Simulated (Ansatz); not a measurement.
Method: DFT PBE, scalar-relativistic, plane waves, PAW in Ansatz. Cutoff 420 eV, Γ-centred meshes of about 0.25 Å⁻¹ or finer for metals and 0.3 Å⁻¹ for insulators (2π included), Gaussian smearing. No spin polarisation.

All energies are static (0 K, no zero-point motion).

Compare these two cells of HfSi3O2, each relaxed at this level.

A.

```
Hf Si O
1.0
     3.70215    0.00000    0.00000
    -1.85107    3.20615    0.00000
     0.00000    0.00000    7.38560
Hf Si O
1 3 2
Cartesian
  0.0000 0.0000 0.0000
  0.0000 2.1374 2.4657
  1.8511 1.0687 4.9199
  0.0000 0.0000 3.6928
  0.0000 2.1374 0.6660
  1.8511 1.0687 6.7197
```

B.

```
Hf Si O
1.0
     1.86583  -12.38054    0.00000
     1.86583   12.38054    0.00000
     0.00000    0.00000    3.73315
Hf Si O
2 6 4
Direct
  0.15865 0.84135 0.75000
  0.84135 0.15865 0.25000
  0.24998 0.75002 0.25000
  0.75002 0.24998 0.75000
  0.54907 0.45093 0.75000
  0.04913 0.95087 0.25000
  0.45093 0.54907 0.25000
  0.95087 0.04913 0.75000
  0.61987 0.38013 0.75000
  0.11985 0.88015 0.25000
  0.38013 0.61987 0.25000
  0.88015 0.11985 0.75000
```

Problem. Which would you expect to be lower, and how large is the difference?

Solution. B is lower, by 224 meV/atom. A has space group P-3m1 (No. 164), 14.6 Å³/atom and no gap on its mesh; B has space group Cmcm (No. 63), 14.4 Å³/atom and no gap. The shortest distance is 1.80 Å (Si–O) in A and 1.75 Å (Si–O) in B. A holds Si–Si nets (shortest 2.46 Å); in B the shortest Si–Si distance is 2.64 Å, near bonding range too. In A, Hf is surrounded by 6 O at 2.24 Å; Si on a site of symmetry 3m has 1 O at 1.80 Å and 3 Si at 2.46 Å; O is surrounded by 1 Si at 1.80 Å and 3 Hf at 2.24 Å; 1 more site not described. In B, Hf has 4 O at 2.10 Å and 4 Si at 2.93 Å; around Si on its first site lie 4 Si at 2.64 Å, 4 Hf at 2.93 Å and 2 O at 3.22 Å; O on its first site is surrounded by 1 Si at 1.75 Å, 2 Hf at 2.10 Å, 4 O at 2.64 Å and 5 Si at 3.17–3.22 Å; 3 more sites not described. Both come from trial cells of a structure search, whose lowest cell (C2/m, 14.3 Å³/atom) lies 29 meV/atom below the lower of the two.

Weakly bound directions are ill-defined at this level, which has no dispersion term (Cmcm), and this can change margins and order among such cells. Spin–orbit coupling, which can matter for Hf, is left out. With atoms moved at random, B (by 29 meV/atom) fell into a lower structure. A had no clear such test and can be a saddle point. Some candidate types were left out of the draw beforehand, so a known form may be missing.
